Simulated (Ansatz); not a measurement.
**Question.** Name crystals whose computed values (r²SCAN (plane waves, PAW; program Ansatz)) fall in these windows: highest Γ mode, no LO–TO term (cm⁻¹) 180 to 250; B₀ by P(V) fit (GPa) 150 to 200; Θ_D (K) 230 to 320.

**Answer.** 

```json
[
 {"crystal": "Nb3Sn, A15 (Cr3Si type)", "highest Γ mode, no LO–TO term (cm⁻¹)": "205", "B₀ by P(V) fit (GPa)": "170", "Θ_D (K)": "269"}
]
```
Others may fit too.

The cell was relaxed under the symmetry of its start. Named crystals with no word on spin ran without spin polarisation. Scalar-relativistic: spin–orbit coupling is off unless named, which matters more the heavier the elements.

Potentials: the earlier of the program's two PAW sets. The files were generated under PBE; for other functionals the program regenerates the frozen cores, and for LDA and PBEsol the local potential too.
